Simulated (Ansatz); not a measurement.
KSc: from a trial structure to a relaxed crystal

All numbers below come from DFT r2SCAN, scalar-relativistic, plane waves, PAW in Ansatz 0.2.0. Cutoff 500 eV, Γ-centred k mesh, Gaussian smearing, no spin polarisation in the final step.

KSc was placed on the FeSi (B20) structure type (P2_13, No. 198), with K in place of Fe, Sc in place of Si, at a guessed volume.

```
CELL_PARAMETERS angstrom
5.91042 0.00000 0.00000
0.00000 5.91042 0.00000
0.00000 0.00000 5.91042
ATOMIC_POSITIONS crystal
K 0.13400 0.13400 0.13400
K 0.36600 0.86600 0.63400
K 0.63400 0.36600 0.86600
K 0.86600 0.63400 0.36600
Sc 0.84450 0.84450 0.84450
Sc 0.65550 0.15550 0.34450
Sc 0.34450 0.65550 0.15550
Sc 0.15550 0.34450 0.65550
```

Cell and atoms relax at zero pressure; the relaxation can't lower the symmetry of the start. After a coarse first stage the cell is made exact in the group found at 0.06 Å.

(1) Describe the relaxed structure.

(2) What are its volume, density and gap?

Answers

(1) It keeps P2_13 (No. 198). The result has the FeSi (B20) structure. Conventional cell: a = 6.803 Å. K has 7 Sc at 3.55–3.74 Å and 6 K at 4.22 Å; Sc has 7 K at 3.55–3.74 Å and 6 Sc at 4.19 Å.

```
K Sc
1.0
     6.80284    0.00000    0.00000
     0.00000    6.80284    0.00000
     0.00000    0.00000    6.80284
K Sc
4 4
Direct
  0.16161 0.16161 0.16161
  0.33839 0.83839 0.66161
  0.66161 0.33839 0.83839
  0.83839 0.66161 0.33839
  0.85342 0.85342 0.85342
  0.64658 0.14658 0.35342
  0.35342 0.64658 0.14658
  0.14658 0.35342 0.64658
```

(2) The volume per atom is 39.35 Å³, the density is 1.77 g/cm³ and the gap on the 6×6×6 mesh is 0 eV (a metal).

The final run used a 6×6×6 mesh on its 8-atom cell and 0.10 eV smearing. A structure relaxed within its symmetry needn't be a true minimum.

Cost: 3 runs of about 6.5 core-minutes in all, on Intel Xeon Platinum 8488C (Sapphire Rapids) (shared hosts).